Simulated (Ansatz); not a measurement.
## Compressing Ba₂BiSb₂: a fit and a missing row

Ba₂BiSb₂, Immm, a = 4.828 Å, b = 7.673 Å, c = 10.126 Å. The structure is a COD entry; whether it is the stable form wasn't checked. Ansatz: PBE, PAW, 420 eV, Γ-centred 10×10×10 mesh on 5 atoms, Gaussian smearing 0.10 eV; no spin polarisation. Shape and atoms are relaxed at each volume; pressure is positive in compression.

| V (Å³/atom) | P (GPa) |
| --- | --- |
| 35.259 | 2.46 |
| 36.385 | ? |
| 37.510 | -0.01 |
| 38.635 | -0.97 |
| 39.760 | -1.79 |

Take V0 = 37.510 Å³/atom, count pressures from its P0 = -0.01 GPa, fit the third-order Birch–Murnaghan form to the other rows, and predict the missing pressure.

With the Eulerian strain f = ½[(V0/V)^(2/3) − 1] and y = (P − P0)/[3f(1 + 2f)^(5/2)], the form is the line y = B0 + 1.5 B0 (B0′ − 4) f. Rows (f, y): 0.02106, 35.3; -0.00975, 34.5; -0.01905, 34.3. Means f = -0.002580, y = 34.700; Σ(Δf)² = 0.0008815, ΣΔfΔy = 0.02221; the slope is their ratio. y = 34.76 + 25.19 f GPa, so B0 = 34.8 GPa and B0′ = 4 + 2 × (25.19)/(3 × 34.76) = 4.48. At V = 36.385, f = 0.01025, y = 35.02 and P = 1.12 GPa. The run gave 1.13 GPa, so the fit is 0.01 GPa too low, a small miss on the scale of the series.

Spin–orbit coupling is left out, which can shift energies with elements as heavy as these.